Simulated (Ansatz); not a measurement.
PbO (P4/nmm), two-dimensional strain map

Method: Ansatz 0.2.0, DFT PBE+D3(BJ), scalar-relativistic, plane waves, PAW. Settings: plane waves to 420 eV, k-mesh 8×8×6 (Γ-centred), Gaussian smearing 0.05 eV. Spin–orbit coupling is left out, which can shift energies with elements as heavy as these. No spin polarisation. Energies are free energies at this smearing, counted from the undisturbed cell; pressure is positive in compression.

The undisturbed cell (as given, not relaxed at this level; it stands at 2.9 GPa):

```yaml
crystal:
  lattice:
    - [3.97440, 0.00000, 0.00000]
    - [0.00000, 3.97440, 0.00000]
    - [0.00000, 0.00000, 5.02200]
  atoms:
    - { symbol: Pb, position: [0.00000, 0.50000, 0.23510] }
    - { symbol: Pb, position: [0.50000, 0.00000, 0.76490] }
    - { symbol: O, position: [0.00000, 0.00000, 0.00000] }
    - { symbol: O, position: [0.50000, 0.50000, 0.00000] }
```

The cell is strained by p along both x and y and by q along z, fractional coordinates fixed. Points are written (p, q).

p was sampled at -0.050, 0.000, 0.050 and q at -0.050, 0.000, 0.050.

Q: Where on the computed points is the energy highest, and how high?

A: At (-0.050, -0.050): 200.6 meV/atom.

Q: Away from (0, 0), which computed point is lowest?

A: (0.000, 0.050): 0.4 meV/atom.

The map, in meV/atom:

| p \ q | -0.050 | 0.000 | 0.050 |
| --- | --- | --- | --- |
| -0.050 | 200.6 | 115.4 | 70.1 |
| 0.000 | 29.4 | 0.0 | 0.4 |
| 0.050 | 7.8 | 17.4 | 49.0 |